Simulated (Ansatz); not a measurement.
# Mg5CdSe6: rattling a relaxed structure

The structure comes from a generated guess, relaxed at this level; another structure or a mixture of phases may lie lower.

Level of theory: Ansatz 0.2.0, DFT PBE, scalar-relativistic, plane waves, PAW. Settings: cutoff 420 eV, Γ-centred mesh 6×6×2 on the computed 12-atom cell, Gaussian smearing of 0.02 eV; no spin polarisation.

The cell below (12 atoms, space group P3m1 (No. 156)) is relaxed within its symmetry.

```xyz
12
Lattice="4.2655 0.0000 0.0000 -2.1327 3.6940 0.0000 0.0000 0.0000 20.8664" Properties=species:S:1:pos:R:3 pbc="T T T"
Mg    0.0000    2.4627    0.0270
Mg    0.0000    0.0000    3.4721
Mg    2.1327    1.2313    6.9173
Mg    0.0000    2.4627   10.3573
Mg    2.1327    1.2313   17.4458
Cd    0.0000    0.0000   13.9420
Se    0.0000    2.4627    2.6238
Se    0.0000    0.0000    6.0687
Se    2.1327    1.2313    9.5143
Se    0.0000    2.4627   12.9521
Se    0.0000    0.0000   16.6163
Se    2.1327    1.2313   20.0447
```

For the test it was strained at random (σ = 1.5 % a component), the atoms were moved at random (σ = 0.05 Å), and all was relaxed again on a coarse 6×6×1 mesh (in the run’s order of axes) with 0.10 eV smearing, with no symmetry imposed.

Task: Does it come back?

Result: It returns, within 1 meV/atom of the unmoved cell on that mesh and with the same symmetry when read at 0.1 Å (Cm at 0.01 Å, so small strains and shifts remain). So it is stable against the distortions that fit this cell and that this random move excites. Modes that don't fit the cell aren't tested.
